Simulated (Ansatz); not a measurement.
# Eigenvalues along a path: Rh (fcc type)

```
Rh
1.0
     0.00000    1.88253    1.88253
     1.88253    0.00000    1.88253
     1.88253    1.88253    0.00000
Rh
1
Direct
  0.00000 0.00000 0.00000
```

The base cell comes from a relaxation on PAW files under the same functional, and the cell shown is scaled from it.

All numbers are PBE results (scalar-relativistic) from Ansatz 0.2.0, with a Γ-centred 17×17×17 k mesh, Fermi–Dirac smearing of 0.05 eV, no spin polarisation. Methods: LAPW: all electrons, basis error target 1 meV/atom.

This run: volume at 0.95 of the series' base cell.

The structure type is held throughout; the real material can change phase at far lower pressure.

Path points, in fractions of the reciprocal vectors: Γ (0.000, 0.000, 0.000), X (0.500, 0.000, 0.500), U (0.625, 0.250, 0.625), K (0.375, 0.375, 0.750), L (0.500, 0.500, 0.500), W (0.500, 0.250, 0.750). The distance column jumps between branches of the path. Levels in eV from the Fermi level; bands 10 to 16, counted from the lowest band of the run. The gap is zero, the pressure 15.01 GPa.

```
# k(1/Å) point b10 b11 b12 b13 b14 b15 b16
0.000 Γ -8.18 -3.23 -3.23 -3.23 -1.04 -1.04 15.75
0.209 - -7.97 -3.37 -3.12 -3.12 -1.20 -0.98 16.07
0.417 - -7.36 -3.77 -2.78 -2.78 -1.60 -0.82 16.98
0.626 - -6.51 -4.32 -2.24 -2.24 -2.05 -0.58 18.31
0.834 - -5.83 -4.91 -2.01 -1.53 -1.53 -0.28 18.42
1.043 - -5.82 -5.45 -0.97 -0.71 -0.71 0.03 17.07
1.252 - -6.17 -5.87 0.13 0.13 0.31 0.75 15.23
1.460 - -6.49 -6.14 0.50 0.78 0.78 2.48 13.61
1.669 X -6.61 -6.23 0.57 1.04 1.04 3.30 12.65
1.743 - -6.59 -6.21 0.54 0.89 1.03 3.48 12.62
1.816 - -6.54 -6.15 0.46 0.51 1.00 3.93 12.50
1.890 - -6.45 -6.06 0.06 0.33 0.95 4.51 12.19
1.964 - -6.34 -5.91 -0.42 0.16 0.88 5.16 11.64
2.038 - -6.22 -5.73 -0.89 -0.04 0.78 5.85 10.98
2.111 - -6.08 -5.50 -1.34 -0.27 0.67 6.57 10.26
2.185 - -5.94 -5.25 -1.76 -0.50 0.54 7.32 9.52
2.259 U -5.77 -4.98 -2.16 -0.73 0.39 8.08 8.77
3.281 K -5.77 -4.98 -2.16 -0.73 0.39 8.08 8.77
3.502 - -5.23 -4.24 -3.15 -1.37 -0.13 6.57 10.44
3.723 - -4.71 -3.81 -3.80 -1.83 -0.73 4.49 12.82
3.945 - -4.66 -4.15 -3.51 -2.04 -1.36 2.56 13.99
4.166 - -5.34 -4.19 -3.07 -2.00 -1.97 0.90 15.42
4.387 - -6.32 -3.98 -2.78 -2.49 -1.77 -0.32 16.86
4.608 - -7.27 -3.65 -2.89 -2.85 -1.44 -0.90 17.00
4.830 - -7.94 -3.35 -3.14 -3.11 -1.15 -1.03 16.10
5.051 Γ -8.18 -3.23 -3.23 -3.23 -1.04 -1.04 15.75
5.231 - -8.02 -3.30 -3.16 -3.16 -1.08 -1.08 15.99
5.412 - -7.57 -3.47 -3.00 -3.00 -1.15 -1.15 16.61
5.593 - -6.93 -3.59 -2.86 -2.86 -1.12 -1.12 17.02
5.773 - -6.38 -3.35 -2.85 -2.85 -0.87 -0.87 15.23
5.954 - -6.19 -2.98 -2.98 -2.48 -0.42 -0.42 13.33
6.135 - -6.24 -3.15 -3.15 -1.17 0.08 0.08 11.36
6.315 - -6.34 -3.27 -3.27 0.11 0.46 0.46 9.68
6.496 L -6.38 -3.31 -3.31 0.60 0.60 0.69 8.96
6.644 - -6.29 -3.40 -3.23 -0.39 0.59 1.78 8.93
6.791 - -6.04 -3.63 -2.99 -1.32 0.54 2.99 8.85
6.939 - -5.66 -3.97 -2.61 -2.12 0.46 4.26 8.76
7.086 - -5.22 -4.36 -2.78 -2.11 0.40 5.56 8.71
7.234 - -4.77 -4.72 -3.30 -1.63 0.42 6.87 8.75
7.381 - -5.01 -4.37 -3.68 -1.34 0.62 8.16 8.98
7.529 - -5.20 -4.09 -3.90 -1.27 0.91 9.29 9.45
7.676 W -5.26 -3.98 -3.98 -1.27 1.05 9.84 9.84
7.780 - -5.34 -4.49 -3.41 -1.18 1.05 8.97 10.66
7.885 - -5.53 -4.94 -2.78 -0.93 1.05 8.06 11.39
7.989 - -5.78 -5.33 -2.11 -0.60 1.05 7.12 11.80
8.093 - -6.05 -5.65 -1.40 -0.24 1.05 6.18 12.00
8.198 - -6.28 -5.90 -0.66 0.09 1.04 5.25 12.23
8.302 - -6.46 -6.08 0.07 0.35 1.04 4.38 12.44
8.406 - -6.57 -6.19 0.52 0.73 1.04 3.64 12.60
8.510 X -6.61 -6.23 0.57 1.04 1.04 3.30 12.65
```
